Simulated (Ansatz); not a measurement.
**Electric field gradients in Zr2SbN**

Theory: DFT LDA, scalar-relativistic, plane waves, PAW (Ansatz 0.2.0). Cutoff 420 eV, 12×12×8 k-points (Γ-centred), Fermi-Dirac smearing of 0.15 eV. No spin polarisation.

Relaxed structure:
```xyz
4
Lattice="3.7234 0.0000 0.0000 0.0000 3.7234 0.0000 0.0000 0.0000 5.2951" Properties=species:S:1:pos:R:3 pbc="T T T"
Zr    0.0000    0.0000    0.0000
Zr    1.8617    1.8617    2.6475
Sb    0.0000    0.0000    2.6475
N     1.8617    1.8617    0.0000
```

The cell was built by swapping an element in a database structure (itself possibly hypothetical) and relaxing; it need not be the stable form of this composition. In a metal these results depend on the k mesh and the smearing. Spin–orbit coupling is left out, which matters for gradients at heavy nuclei.

Problem. Give V_zz (10²¹ V/m²) and the asymmetry η at each distinct site.

Solution.
```json
{"atom": "Zr (atom 1)", "V_zz": "-9.56", "η": "0.00"}
{"atom": "Zr (atom 2)", "V_zz": "9.20", "η": "0.00"}
{"atom": "Sb (atom 3)", "V_zz": "-3.63", "η": "0.00"}
{"atom": "N (atom 4)", "V_zz": "0.273", "η": "0.00"}
```